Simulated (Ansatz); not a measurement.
Zr:
```xyz
3
Lattice="5.0376 0.0000 0.0000 -2.5188 4.3627 0.0000 0.0000 0.0000 3.1586" Properties=species:S:1:pos:R:3 pbc="T T T"
Zr     0.0000     0.0000     0.0000
Zr     2.5188     1.4542     1.5793
Zr     0.0000     2.9085     1.5793
```

Relaxed with r²SCAN. Special points in fractions of this cell's reciprocal vectors: Γ (0.000, 0.000, 0.000); M (0.500, 0.000, 0.000); K (0.333, 0.333, 0.000); A (0.000, 0.000, 0.500); L (0.500, 0.000, 0.500); H (0.333, 0.333, 0.500).

List the band energies nearest the Fermi level at these points for r²SCAN (plane waves, PAW; program Ansatz).

In eV from the Fermi level; about four levels below and three above (degenerate sets whole), none deeper than 8.9 eV; points with the same levels are listed once.

```
k                          below                above
-  -----------------------------  -------------------
Γ  -0.63 -0.63 -0.56 -0.56 -0.10       1.01 1.79 1.79
M        -3.05 -0.64 -0.53 -0.47       0.03 0.81 1.19
K        -3.15 -3.15 -0.45 -0.45  0.04 0.18 0.56 0.56
A        -2.32 -2.04 -2.04 -1.60  1.27 1.27 1.80 1.80
L        -2.06 -1.59 -0.89 -0.63       0.40 1.00 1.14
H  -1.68 -1.68 -1.22 -1.18 -1.18  0.60 0.60 1.00 1.00
```

Space group P6/mmm. This is a known high-pressure phase of the composition, computed here at zero pressure and temperature. The cell was relaxed with r²SCAN under the symmetry of its start; whether a distortion lowers the energy is not shown. The run is not spin-polarised. Scalar-relativistic: spin–orbit coupling is off unless named, which matters more the heavier the elements.

Potentials: the earlier of the program's two PAW sets.
